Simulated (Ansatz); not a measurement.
**Question.** Zn (hcp (Mg type), space group No. 194) is relaxed with DFT-PBEsol in the program Ansatz with PAW potentials. What lattice parameters of the conventional cell result?

**Answer.** a = 2.588 Å, c = 4.928 Å.

Space group P6_3/mmc (hcp (Mg type)). The cell keeps a stress of up to 0.3 GPa. The cell was relaxed with PBEsol under the symmetry of its start; of distortions, only those at the zone centre were tested. Axis ratios of metals converge slowly with the k-mesh, so a and c are less sure than the volume.

Potentials: the earlier of the program's two PAW sets.
